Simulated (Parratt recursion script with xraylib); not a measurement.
X-ray reflectivity of NiSi on SiO2: from fringes to thickness

```
layer, from the top  thickness (Å)  density (g/cm³)  rms roughness of its top face (Å)  δ (10⁻⁶)  β (10⁻⁶)
-------------------  -------------  ---------------  ---------------------------------  --------  --------
NiSi                             ?             6.06                                5.1     4.026    0.1152
SiO2 (substrate)                 –            2.632                                3.3     1.792  0.005548
```

The refractive index is n = 1 − δ + iβ. Vacuum lies above.

Densities are inputs, not measurements. They were set from computed cells of the Materials Project: NiSi from entry mp-351 (Pnma, 6.06 g/cm³); SiO2 from entry mp-6930 (P3₂21, 2.632 g/cm³). A layer's crystal structure does not enter its constants, only its composition and density.

Calculation: specular X-ray reflectivity, Parratt recursion, Névot-Croce roughness, xraylib tables; Parratt recursion script with xraylib 4.3.0.

Photon energy 17.479 keV (λ = 0.7093 Å), s polarisation. The grazing angle θ is scanned from 0.05° to 0.92° in 900 evenly spaced points, and the curve is smoothed with a Gaussian of 0.004° full width. A minimum is a scan point below both neighbours, placed by a parabola through ln R at the three points.

All minima between 0.2 and 0.4°: θ = 0.207, 0.223, 0.241, 0.261, 0.281, 0.302, 0.324, 0.346, 0.368, 0.391°.

Q: Find the film thickness d from the minima.

A: sin²θ of the minima, in units of 10⁻⁶: 13.1, 15.1, 17.7, 20.8, 24.1, 27.8, 32.0, 36.5, 41.3, 46.6. For consecutive orders m, sin²θ = 2δ + (mλ/2d)², so u = (sin²θ − 2δ)^½ rises by λ/2d from one minimum to the next. With the film's δ, u in units of 10⁻³ is 2.247, 2.655, 3.106, 3.570, 4.006, 4.444, 4.894, 5.334, 5.766, 6.209. A straight line through u against the count of the minimum has slope 0.4423 × 10⁻³, so d = λ/(2 × slope) = 801.8 Å.

The run used d = 800 Å; the estimate misses by 1.8 Å. The spacing of the first two listed minima alone, with δ left out, gives λ/(2Δθ) = 1270.0 Å, 58.7 % too high.
